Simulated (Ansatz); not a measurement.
A geometry of Mg3Sb2 away from equilibrium: step 3 of the relaxation of a relaxed Mg3Sb2 cell shaken by Gaussian noise of σ = 0.08 Å a coordinate. The numbers are results of r2SCAN (plane waves to 500 eV, PAW, scalar-relativistic; Ansatz, a quantum-chemistry and plane-wave program), not measurements. Γ-centred k-mesh 4×4×8 on the run's cell (coarser than for final values), Fermi–Dirac smearing 0.05 eV.

```xyz
10
Lattice="7.9020 -0.0034 0.0221 -0.0034 7.9332 0.0354 0.0112 0.0179 4.0112" Properties=species:S:1:pos:R:3:forces:R:3 pbc="T T T" free_energy=-37557.208 pressure_GPa=0.2
Mg    -0.0416     0.0151     0.0150    0.0677    0.0193   -0.0278
Mg     3.9152     3.9800     0.0528    0.0120    0.0303   -0.0080
Mg     1.0288     5.0667     1.9619    0.0612    0.0838    0.0425
Mg     4.9554     6.8379     2.0853    0.0092   -0.0710   -0.0668
Mg     2.8237     1.0401     1.9092   -0.1044   -0.0556   -0.0887
Mg     6.7731     2.9739     2.1756   -0.0383    0.0201    0.0891
Sb     2.5579     6.5997    -0.0402   -0.0280   -0.0538   -0.1620
Sb     6.5076     5.3412     0.0487   -0.0061   -0.0266    0.0871
Sb     1.3493     2.6102    -0.2539   -0.0296   -0.0375   -0.2280
Sb     5.2960     1.3776     0.3532    0.0566    0.0911    0.3627
```

Positions in Å, forces in eV/Å, free energy of the cell in eV (comparable only within this code, potentials and settings). Largest force: 0.38 eV/Å, on Sb10 (atoms numbered as listed); the geometry lies 0.22 eV/atom above the end of its relaxation.

No spin polarisation in the result.

The end of the path is a generated cell of Mg3Sb2: the first start was made by placing the elements on the sites of a structure type, and the end was not matched to a known phase here, so it may be hypothetical. Known forms of Mg3Sb2 include space group No. 164.
